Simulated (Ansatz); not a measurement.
MoPd:
```xyz
2
Lattice="2.6952 0.0000 0.0000 0.0000 2.6952 0.0000 0.0000 0.0000 4.1254" Properties=species:S:1:pos:R:3 pbc="T T T"
Pd     0.0000     0.0000     0.0000
Mo     1.3476     1.3476     2.0627
```

Relaxed with r²SCAN. Special points in fractions of this cell's reciprocal vectors: Γ (0.000, 0.000, 0.000); X (0.000, 0.500, 0.000); M (0.500, 0.500, 0.000); Z (0.000, 0.000, 0.500); R (0.000, 0.500, 0.500); A (0.500, 0.500, 0.500).

Task: List the band energies nearest the Fermi level at these points for DFT-r²SCAN in the program Ansatz with PAW potentials.

Result: In eV from the Fermi level; about four levels below and three above (degenerate sets whole), none deeper than 8.9 eV; … stands for higher levels left out; points with the same levels are listed once.

| k | below | above |
|---|---|---|
| Γ | -3.10 -3.10 -1.59 -1.14 | 2.13 2.59 2.59 |
| X | -3.25 -2.91 -2.36 -2.33 | 0.49 1.93 2.11 |
| M | -5.98 -5.98 -0.40 -0.28 | 1.40 1.40 2.48 |
| Z | -2.57 -2.57 -1.54 -1.00 | 1.27 1.27 … |
| R | -4.22 -3.24 -2.88 -2.41 | 0.02 0.50 0.94 |
| A | -2.73 -2.72 -2.72 -0.40 | 1.15 5.12 9.44 |

Space group P4/mmm (L1₀ or tetragonal B2). The start of the workflow was typed in or built on a structure type; neither database checked (COD, Materials Project) lists it. Its standing as an ambient phase is unchecked. The cell was relaxed with r²SCAN under the symmetry of its start; whether a distortion lowers the energy is not shown. The run is not spin-polarised. Scalar-relativistic: spin–orbit coupling is off unless named, which matters more the heavier the elements.

Potentials: the later of the program's two PAW sets.
